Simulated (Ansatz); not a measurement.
Si₂Os in space group Cmce (No. 64; Si on 16g, Si on 16g, Os on 8f, Os on 8d) under volume change, plane-wave PAW PBEsol (Ansatz code), shape and atoms relaxed at each volume.

| V (Å³/atom) | E − E(relaxed) (meV/atom) | P (GPa) |
|---|---|---|
| 12.770 | 91.0 | 25.15 |
| 13.191 | 38.1 | 15.35 |
| 13.612 | 9.0 | 7.04 |
| 14.033 | 0.0 | 0.00 |
| 14.454 | 8.1 | -5.96 |
| 14.875 | 30.5 | -11.01 |
| 15.296 | 65.2 | -15.26 |

What does a third-order Birch–Murnaghan fit give for V₀, B₀ and B′?

V₀ = 14.03 Å³/atom, B₀ = 215 GPa, B′ = 4.5.

The first step of the workflow began from a Materials Project structure, measured or hypothetical; the Crystallography Open Database copy checked does not list it. Whether it is the stable phase at ambient conditions was not checked. Symmetry was held in the PBEsol relaxation; its stability against distortions is not shown here. The run is not spin-polarised. Scalar-relativistic: spin–orbit coupling is off unless named, which matters more the heavier the elements.

Potentials: the later of the program's two PAW sets.
